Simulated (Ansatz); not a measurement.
¹⁷O nuclear quadrupole resonance in SiO2

Cell: an entry of the Crystallography Open Database (COD), ions relaxed with PBE at fixed cell.

Space group P4_2/mnm (No. 136); a = 4.1773, c = 2.6652 Å.

```csv
site,Wyckoff,site symmetry,x,y,z
Si,2a,m.mm,0.0000,0.0000,0.0000
O,4f,m.2m,0.3055,0.3055,0.0000
```

One atom of each set is listed.

Level of theory: DFT, PBE, plane waves and PAW (field gradients read without the response of the frozen cores, which leaves them typically 4 to 6 % off), scalar-relativistic, 420 eV cutoff, Γ-centred 5×5×7 k-points, Fermi–Dirac smearing 0.02 eV (Ansatz 0.2.0).

¹⁷O: I = 5/2, Q = -25.58 mb (year-2017 value). Static lattice, zero field.

(1) The simulated lines lie at 1.09, 2.11 MHz. What are |C_Q|, η and |V_zz| at O?

Answers

(1) For I = 5/2 and η = 0 the lines are 3|C_Q|/20 and twice that; η pulls their ratio below 2. Here |C_Q| = 7.06 MHz, η = 0.17 and |V_zz| = 11.42 × 10²¹ V/m². The calculation gives V_zz negative; the lines don't show the sign. The site has 3 Si at 1.76–1.80 Å.

At O V_zz stands upright on the plane through its three neighbours (within 1°).

At this cell the PBE pressure is 11 GPa, so with PBE the cell would grow if it were relaxed. The entry's cell may itself be off.
